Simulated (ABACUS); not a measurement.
A self-consistent single point of Au (Fm-3m, 4 atoms in the cell; from Materials Project mp-81, changed as shown).

```
Au
1.0
    4.02041     0.00000     0.00000
    0.00000     4.02041     0.00000
    0.00000     0.00000     4.02041
Au
4
Direct
  0.00000   0.00000   0.00000
  0.00000   0.50000   0.50000
  0.50000   0.00000   0.50000
  0.50000   0.50000   0.00000
```

Level of theory: LDA (PW92), PseudoDojo 0.4 standard norm-conserving LDA (tails mended) pseudopotentials (plane waves; ABACUS).

ABACUS settings:

- KPT = Gamma 8 8 8 0 0 0
- basis_type = pw
- dft_functional = PWLDA
- ecutwfc = 76 Ry
- smearing_method = fd
- smearing_sigma = 0.00999582 Ry
- potentials = PseudoDojo 0.4 standard norm-conserving LDA (tails mended)
- symmetry = 1
- ks_solver = dav
- scf_nmax = 100
- scf_thr = 1.0e-09 Ry
- mixing_type = broyden
- mixing_beta = 0.4

Results:

- Number of valence electrons = 76
- Number of bands = 48
- Number of k-points after the program's reduction = 35
- Number of plane waves (most at a k-point) = 4945
- Number of SCF iterations = 11
- FFT grid = 45 × 45 × 45
- Free energy E − TS = -16060.6401 eV
- Fermi level (on the code's own zero) = 21.70 eV
- Pressure = 3.94 GPa

Stress (GPa, positive for compression):
```
3.94  0.00  0.00
0.00  3.94  0.00
0.00  0.00  3.94
```

For comparison: a first run was changed to give this one (lattice scaled by 0.98), and from it to this one the free energy goes down by 12.6 meV/atom and the pressure goes from -7.19 to 3.94 GPa.

The structure comes from a collection of computed structures, made at another level of theory; the collection holds predicted forms beside known ones. Its lattice was then scaled.

Cost on one core: roughly 110 core-seconds.

“Tails mended”: in these copies of the files the far tail of each local potential was reset to the Coulomb form.
